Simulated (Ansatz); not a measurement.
## LiF with oxygen replacing F: gradients before and after relaxing the atoms

Start: a supercell of LiF (rock salt type, Fm-3m) built from a COD entry, with all atoms left at the host's positions.

Space group Fm-3m (No. 225); a = 12.0840 Å.

| site | Wyckoff | site symmetry | x | y | z |
| --- | --- | --- | --- | --- | --- |
| Li1 | 32f | .3m | 0.3333 | 0.8333 | 0.8333 |
| Li2 | 24e | 4m.m | 0.5000 | 0.0000 | 0.8333 |
| Li6 | 48h | m.m2 | 0.8333 | 0.1667 | 0.0000 |
| Li27 | 4a | m-3m | 0.0000 | 0.5000 | 0.5000 |
| O | 4b | m-3m | 0.5000 | 0.0000 | 0.0000 |
| F29 | 48i | m.m2 | 0.6667 | 0.1667 | 0.0000 |
| F32 | 32f | .3m | 0.8333 | 0.1667 | 0.1667 |
| F42 | 24e | 4m.m | 0.0000 | 0.5000 | 0.3333 |

One atom of each set is listed; the run and its k-mesh use a cell of 54 atoms with edges of 8.54, 8.54, 8.54 Å.

The numbers come from a DFT calculation in Ansatz (PBE, plane waves and PAW, scalar-relativistic, collinear spin, 420 eV cutoff, Γ-centred 3×3×3 k-points, Fermi–Dirac smearing 0.01 eV). Start moments as typed (μB): 1 on each O, none on the rest.

The largest force at the start is 0.084 eV/Å. Relaxing the ions at fixed cell moves them by 0.018 Å at most (atom 5, Li) and 0.008 Å rms.

```csv
site,moved (Å),first shell before,first shell after,V_zz before (10²¹ V/m²),η before
Li2,0.018,"5 F at 2.01 Å, 1 O at 2.01 Å","5 F at 2.00–2.02 Å, 1 O at 2.03 Å",-0.029,0.00
O,0.000,6 Li at 2.01 Å,6 Li at 2.03 Å,0.00,–
F29,0.010,6 Li at 2.01 Å,6 Li at 2.01–2.02 Å,0.41,0.02
F32,0.001,6 Li at 2.01 Å,6 Li at 2.01 Å,-0.012,0.00
F42,0.002,6 Li at 2.01 Å,6 Li at 2.00–2.01 Å,-0.008,0.00
```

Problem. How do the gradients change?

Solution. 

| site | V_zz after | η after | change of V_zz |
| --- | --- | --- | --- |
| Li2 | -0.034 | 0.00 | 0.00 |
| O | 0.00 | – | 0.00 |
| F29 | 0.28 | 0.27 | -0.13 |
| F32 | 0.031 | 0.00 | +0.04 |
| F42 | 0.021 | 0.00 | +0.03 |

The largest change of V_zz is on F29, from 0.41 to 0.28. Where |V_zz| stays above 0.1, η moves most on F29, from 0.02 to 0.27. Other sites with |V_zz| of 0.02 or less aren't listed.

The defect repeats with the cell of 54 atoms, so it feels its images: sites between two images don't show the values beside a lone defect, and zeros or small values of η there can come from the images' arrangement. The defect cell has no gap above 0.1 eV on its mesh, so the values can hang on the smearing and the k-mesh.
Before: The neighbours have not yet relaxed around the defect (largest force 0.084 eV/Å), so a real crystal will differ.
After: The relaxation keeps the site symmetry m-3m of the start, so the impurity can't leave its site; a distortion that would localise the partly filled state isn't explored.
